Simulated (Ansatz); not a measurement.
**Eu vacancy in LaEuAl4, calculated**

Computed with the plane-wave PAW code Ansatz (scalar-relativistic, PAW set soft_2): r2SCAN, collinear spin, 500 eV cutoff, k-mesh 3×3×3.

The relaxed host crystal (no gap at this level of theory):

```xyz
6
Lattice="0.0000 4.0386 4.0386 4.0386 0.0000 4.0386 4.0386 4.0386 0.0000" Properties=species:S:1:pos:R:3 pbc="T T T"
Al    5.0484    7.0674    5.0484
Al    5.0484    5.0484    7.0674
Al    7.0674    7.0674    7.0674
Al    7.0674    5.0484    5.0484
Eu    4.0386    4.0386    4.0386
La    2.0193    2.0193    2.0193
```

Supercell of 24 atoms, rows of the matrix [[-1,1,1],[-1,1,-1],[-1,-1,1]] times the cell vectors; Eu vacancy at (0.500, 0.500, 0.500) in fractions of the cell above. Atoms are relaxed at the host's cell, from a start shaken by 0.05 Å near the defect. The cell loses 1 of its 4 Eu, so this is a heavily defective crystal.

Task: How does the lattice relax around the defect?

Result: Distances from the empty Eu site (Å), by shell of the perfect crystal:

```csv
shell,perfect crystal,"relaxed, charge 0"
12 Al,3.35,3.41
4 La,3.50,3.29
```

```json
{"charge": "0", "moment of the cell (μB)": "22.74", "gap of the cell on the mesh (eV)": "0.00"}
```

At charge 0 the unpaired electrons sit on atoms with moments (μB): 3 Eu of 6.88.

Formation energy of the neutral defect: 2.16 eV, taking atoms from and to the elements' standard states (no corrections for gases), so it belongs to those chemical potentials alone.

Relaxed cell at charge 0:

```
LaEuAl4 V_Eu charge 0
1.0
     8.0772    0.0000    0.0000
     0.0000   -8.0772    0.0000
     0.0000    0.0000   -8.0772
Al Eu La
16 3 4
Direct
  0.6285 0.6182 0.8725
  0.1188 0.1283 0.8723
  0.1239 0.6238 0.3768
  0.6285 0.1280 0.3821
  0.6285 0.8712 0.6194
  0.1243 0.3758 0.6249
  0.1191 0.8716 0.1291
  0.6287 0.3812 0.1293
  0.8765 0.6236 0.6248
  0.3721 0.1280 0.6193
  0.3722 0.6183 0.1292
  0.8822 0.1282 0.1288
  0.8819 0.8718 0.8726
  0.3720 0.3813 0.8726
  0.3721 0.8715 0.3823
  0.8766 0.3759 0.3767
  0.0002 0.5001 0.0007
  0.0000 0.0000 0.5007
  0.4999 0.4997 0.5009
  0.2651 0.2354 0.2363
  0.7354 0.7648 0.2363
  0.7353 0.2350 0.7655
  0.2648 0.7647 0.7656
```

Caveats: 4f shell without a U, which puts 4f levels too near the Fermi level; open f or d shells may hold a state above the lowest; small supercell, so energies and levels can be off by tenths of an eV; one random start near the defect, so other minima are possible.
